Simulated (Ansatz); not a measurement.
**Question.** LiNbO3 in space group R3c (No. 161; Li on 6a, Nb on 6a, O on 18b) is relaxed with LDA in the plane-wave PAW code Ansatz. What lattice parameters of the conventional cell result?

**Answer.** a = 5.067 Å, c = 13.687 Å.

**Question.** Give the free coordinates with the occupied sites.

**Answer.** In one choice of origin and axes:

```
atom  site  symmetry       x       y       z
----  ----  --------  ------  ------  ------
Li      6a        3.  0.0000  0.0000  0.2812
Nb      6a        3.  0.0000  0.0000  0.4975
O      18b         1  0.0427  0.3456  0.0628
```

**Question.** Is it a metal or does it have a gap at this level?

**Answer.** A gap of 3.49 eV, indirect.

Symmetry was held in the LDA relaxation. No spin polarisation was allowed. Spin–orbit coupling is left out wherever it is not named.

Potentials: the later of the program's two PAW sets.
